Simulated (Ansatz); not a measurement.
The relaxed structure here is a generated cell of TiSi2: the first start was made by placing the elements on the sites of a structure type, and the end was not matched to a known phase here, so it may be hypothetical. Known forms of TiSi2 include space group No. 63, 70.

A relaxed cell of TiSi$_{2}$ (Fm-3m (No. 225)), relaxed on a k-mesh at least as fine as the one used below. Computed with PBEsol (plane waves to 420 eV, PAW, scalar-relativistic; Ansatz, a program for electronic structure). Γ-centred k-mesh 5×10×10 on the run's cell (coarser than for final values), Fermi–Dirac smearing 0.05 eV.

```
CELL_PARAMETERS angstrom
      0.00000     5.87980     5.87980
      2.93990     0.00000     2.93990
      2.93990     2.93990     0.00000
ATOMIC_POSITIONS crystal
  Ti 0.00000 0.00000 0.00000
  Ti 0.50000 0.00000 0.00000
  Si 0.12500 0.25000 0.25000
  Si 0.62500 0.25000 0.25000
  Si 0.37500 0.75000 0.75000
  Si 0.87500 0.75000 0.75000
```

The atoms are displaced along an unstable phonon of this cell by (Å):

```csv
atom,ux,uy,uz
Ti1,0.087,-0.087,-0.087
Ti2,-0.087,0.087,0.087
Si3,-0.081,0.081,0.081
Si4,0.081,-0.081,-0.081
Si5,0.081,-0.081,-0.081
Si6,-0.081,0.081,0.081
```

### Question
What forces (eV/Å) and pressure result?

### Answer
```csv
atom,Fx,Fy,Fz
Ti1,0.28,-0.28,-0.28
Ti2,-0.28,0.28,0.28
Si3,-0.08,0.08,0.08
Si4,0.16,-0.16,-0.16
Si5,0.08,-0.08,-0.08
Si6,-0.16,0.16,0.16
```

Pressure +0.1 GPa.

The undisplaced cell is probably no minimum: from this displacement the run went on to R-3m (No. 166), 0.23 eV/atom below it.

No spin polarisation in the result. A magnetic state may lie lower.
